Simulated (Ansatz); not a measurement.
With r²SCAN in the plane-wave PAW code Ansatz, Sn in the trigonal phase (R-3; Sn on 18f, Sn on 6c) relaxes to a = 11.386 Å, c = 6.733 Å. Sn on 6c has 4 nearest neighbours from 2.87 Å (tetrahedral).

Electronic character: metallic (no gap).

An equation-of-state fit gives a bulk modulus of 39.1 GPa.

The start of the workflow was typed in or built on a structure type; neither database checked (COD, Materials Project) lists it. It is not the phase usual at ambient conditions (space group No. 141). The cell was relaxed with r²SCAN under the symmetry of its start; its stability against distortions is not shown here. Axis ratios of metals converge slowly with the k-mesh, so a and c are less sure than the volume. Scalar-relativistic: spin–orbit coupling is off unless named, which matters more the heavier the elements.

Potentials: the earlier of the program's two PAW sets.
